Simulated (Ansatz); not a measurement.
Level of theory: DFT PBE, scalar-relativistic, plane waves, PAW, and for the lanthanide a 4f-in-core norm-conserving potential, in Ansatz 0.2.0. All cells share a 690 eV cutoff and Γ-centred k meshes spaced at most about 0.3 Å⁻¹ (about 0.25 or finer for metals, 2π included). No spin polarisation in the final relaxations.

All energies are static (0 K, no zero-point motion). All come from trial cells, and lower structures may exist.

Question: Order these relaxed structures of K₂Sm by energy, lowest first, with the energy over the lowest of them.
A.

```cif
data_structure
_symmetry_space_group_name_H-M 'P6/mmm'
_symmetry_Int_Tables_number 191
_cell_length_a 6.9081
_cell_length_b 6.9081
_cell_length_c 3.7129
_cell_angle_alpha 90.000
_cell_angle_beta 90.000
_cell_angle_gamma 120.000
_cell_volume 153.45
loop_
_atom_site_label
_atom_site_type_symbol
_atom_site_symmetry_multiplicity
_atom_site_Wyckoff_symbol
_atom_site_fract_x
_atom_site_fract_y
_atom_site_fract_z
_atom_site_occupancy
K1 K 2 d 0.33333 0.66667 0.50000 1
Sm1 Sm 1 a 0.00000 0.00000 0.00000 1
```

B.

```cif
data_structure
_symmetry_space_group_name_H-M 'Fm-3m'
_symmetry_Int_Tables_number 225
_cell_length_a 9.4720
_cell_length_b 9.4720
_cell_length_c 9.4720
_cell_angle_alpha 90.000
_cell_angle_beta 90.000
_cell_angle_gamma 90.000
_cell_volume 849.82
loop_
_atom_site_label
_atom_site_type_symbol
_atom_site_symmetry_multiplicity
_atom_site_Wyckoff_symbol
_atom_site_fract_x
_atom_site_fract_y
_atom_site_fract_z
_atom_site_occupancy
K1 K 8 c 0.25000 0.25000 0.75000 1
Sm1 Sm 4 a 0.00000 0.00000 0.00000 1
```

C.

```cif
data_structure
_symmetry_space_group_name_H-M 'Fd-3m:1'
_symmetry_Int_Tables_number 227
_cell_length_a 10.5408
_cell_length_b 10.5408
_cell_length_c 10.5408
_cell_angle_alpha 90.000
_cell_angle_beta 90.000
_cell_angle_gamma 90.000
_cell_volume 1171.16
loop_
_atom_site_label
_atom_site_type_symbol
_atom_site_symmetry_multiplicity
_atom_site_Wyckoff_symbol
_atom_site_fract_x
_atom_site_fract_y
_atom_site_fract_z
_atom_site_occupancy
K1 K 16 d 0.12500 0.62500 0.12500 1
Sm1 Sm 8 a 0.50000 0.00000 0.50000 1
```

D.

```cif
data_structure
_symmetry_space_group_name_H-M 'Pn-3m:1'
_symmetry_Int_Tables_number 224
_cell_length_a 9.1194
_cell_length_b 9.1194
_cell_length_c 9.1194
_cell_angle_alpha 90.000
_cell_angle_beta 90.000
_cell_angle_gamma 90.000
_cell_volume 758.40
loop_
_atom_site_label
_atom_site_type_symbol
_atom_site_symmetry_multiplicity
_atom_site_Wyckoff_symbol
_atom_site_fract_x
_atom_site_fract_y
_atom_site_fract_z
_atom_site_occupancy
K1 K 4 c 0.25000 0.75000 0.25000 1
Sm1 Sm 2 a 0.00000 0.00000 0.00000 1
```

Answer: A (0 meV/atom), C (118 meV/atom), B (501 meV/atom), D (877 meV/atom). Forms: A P6/mmm; C cubic Laves (C15) type, Fd-3m; B fluorite type, Fm-3m; D cuprite type, Pn-3m. Counting all near atoms (those within 1.25 times the shortest distance at each site; a plus sign parts nearer from farther groups): A has K 5+6, Sm 2+12; C has K 6+6, Sm 16; B has K 4+6, Sm 8; D has K 2, Sm 4. Even the lowest lies +0.53 eV/atom against the elements.

With atoms moved at random, P6/mmm came back. Other cells relaxed within their symmetry can be saddle points. Some structure types and database cells were kept out of the candidates from the start, so a known form may be missing.

The lanthanide is trivalent by construction, without f bands, f moments or other valences. The reference runs of the other elements, and any phases without the lanthanide, used 420 eV, which shifts energies against them by under 10 meV/atom. The lanthanide's reference is the lowest of its hcp, dhcp and fcc cells.
